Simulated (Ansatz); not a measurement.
Rocksalt alloy of MgO and CdO (6 of 32 Mg sites exchanged), 64 atoms

Ansatz, PAW, plane waves. PBEsol relaxation of volume and atoms (shape held) at the single k point (½, ½, ½); single points on the relaxed atoms at the Γ point alone, onto which points of the small cell's zone fold. Arrangement: quasirandom. No spin–orbit coupling unless named.

Relaxed structure:

```yaml
crystal:
  lattice:
    - [8.66422, 0.00000, 0.00000]
    - [0.00000, 8.66422, 0.00000]
    - [0.00000, 0.00000, 8.66422]
  atoms:
    - { symbol: O, position: [0.24902, 0.98777, 0.98414] }
    - { symbol: O, position: [0.24902, 0.99859, 0.51398] }
    - { symbol: O, position: [0.24971, 0.51216, 0.98258] }
    - { symbol: O, position: [0.24933, 0.50149, 0.51456] }
    - { symbol: O, position: [0.74994, 0.01091, 0.99565] }
    - { symbol: O, position: [0.74997, 0.00164, 0.50433] }
    - { symbol: O, position: [0.75048, 0.48793, 0.98354] }
    - { symbol: O, position: [0.75044, 0.49957, 0.51362] }
    - { symbol: O, position: [0.98859, 0.24971, 0.99806] }
    - { symbol: O, position: [0.99822, 0.25020, 0.50142] }
    - { symbol: O, position: [0.01259, 0.74900, 0.98699] }
    - { symbol: O, position: [0.00132, 0.74932, 0.51122] }
    - { symbol: O, position: [0.51077, 0.25051, 0.00082] }
    - { symbol: O, position: [0.50124, 0.25061, 0.50052] }
    - { symbol: O, position: [0.48899, 0.74982, 0.99934] }
    - { symbol: O, position: [0.49857, 0.74999, 0.50218] }
    - { symbol: O, position: [0.98517, 0.01265, 0.24804] }
    - { symbol: O, position: [0.99770, 0.00160, 0.75013] }
    - { symbol: O, position: [0.99874, 0.48444, 0.24617] }
    - { symbol: O, position: [0.99947, 0.49783, 0.74981] }
    - { symbol: O, position: [0.51180, 0.00250, 0.24899] }
    - { symbol: O, position: [0.50152, 0.00075, 0.75059] }
    - { symbol: O, position: [0.50139, 0.49875, 0.24830] }
    - { symbol: O, position: [0.50044, 0.49953, 0.75014] }
    - { symbol: O, position: [0.25193, 0.24874, 0.26735] }
    - { symbol: O, position: [0.25047, 0.24945, 0.73822] }
    - { symbol: O, position: [0.26464, 0.75127, 0.25590] }
    - { symbol: O, position: [0.25194, 0.75053, 0.74634] }
    - { symbol: O, position: [0.74784, 0.23852, 0.25456] }
    - { symbol: O, position: [0.74909, 0.24831, 0.74662] }
    - { symbol: O, position: [0.73602, 0.76605, 0.26670] }
    - { symbol: O, position: [0.74844, 0.75190, 0.73842] }
    - { symbol: Mg, position: [0.99685, 0.00274, 0.99418] }
    - { symbol: Mg, position: [0.99762, 0.00221, 0.50538] }
    - { symbol: Mg, position: [0.99991, 0.49671, 0.99120] }
    - { symbol: Mg, position: [0.00000, 0.49763, 0.50782] }
    - { symbol: Mg, position: [0.50245, 0.00037, 0.99730] }
    - { symbol: Mg, position: [0.50149, 0.00054, 0.50301] }
    - { symbol: Mg, position: [0.50003, 0.49987, 0.99446] }
    - { symbol: Mg, position: [0.49978, 0.50007, 0.50500] }
    - { symbol: Mg, position: [0.25007, 0.24992, 0.50440] }
    - { symbol: Mg, position: [0.25212, 0.75006, 0.99027] }
    - { symbol: Mg, position: [0.25229, 0.75025, 0.50662] }
    - { symbol: Mg, position: [0.74943, 0.24840, 0.99676] }
    - { symbol: Mg, position: [0.74926, 0.24838, 0.50290] }
    - { symbol: Mg, position: [0.74744, 0.75261, 0.50450] }
    - { symbol: Mg, position: [0.25020, 0.99874, 0.74801] }
    - { symbol: Mg, position: [0.25046, 0.50136, 0.74766] }
    - { symbol: Mg, position: [0.74763, 0.00402, 0.25356] }
    - { symbol: Mg, position: [0.74923, 0.00215, 0.74788] }
    - { symbol: Mg, position: [0.74942, 0.49781, 0.74770] }
    - { symbol: Mg, position: [0.99344, 0.24759, 0.25327] }
    - { symbol: Mg, position: [0.99731, 0.24940, 0.74739] }
    - { symbol: Mg, position: [0.00151, 0.75034, 0.74782] }
    - { symbol: Mg, position: [0.50480, 0.24786, 0.25327] }
    - { symbol: Mg, position: [0.50201, 0.24975, 0.74759] }
    - { symbol: Mg, position: [0.50015, 0.75354, 0.25314] }
    - { symbol: Mg, position: [0.49878, 0.75058, 0.74772] }
    - { symbol: Cd, position: [0.24983, 0.24996, 0.99883] }
    - { symbol: Cd, position: [0.74922, 0.75065, 0.99917] }
    - { symbol: Cd, position: [0.24956, 0.00003, 0.25002] }
    - { symbol: Cd, position: [0.25040, 0.50037, 0.24985] }
    - { symbol: Cd, position: [0.74942, 0.49969, 0.25071] }
    - { symbol: Cd, position: [0.99967, 0.75133, 0.25067] }
```

**Question.** What are the mean bond lengths by pair (pairs within 1.2 times the sum of covalent radii, less contacts 15 % beyond the pair's median; cation–cation pairs of compounds aside; long ionic contacts are cut short by that bound)?

**Answer.** Cd–O 2.259 ± 0.052 Å (standard deviation, 36 bonds); Mg–O 2.146 ± 0.054 Å (standard deviation, 156 bonds).

**Question.** What gap lies between the top filled and the lowest empty level in the single points?

**Answer.** HSE06 3.64 eV (2.8 min on 7 threads of Neoverse-V2).
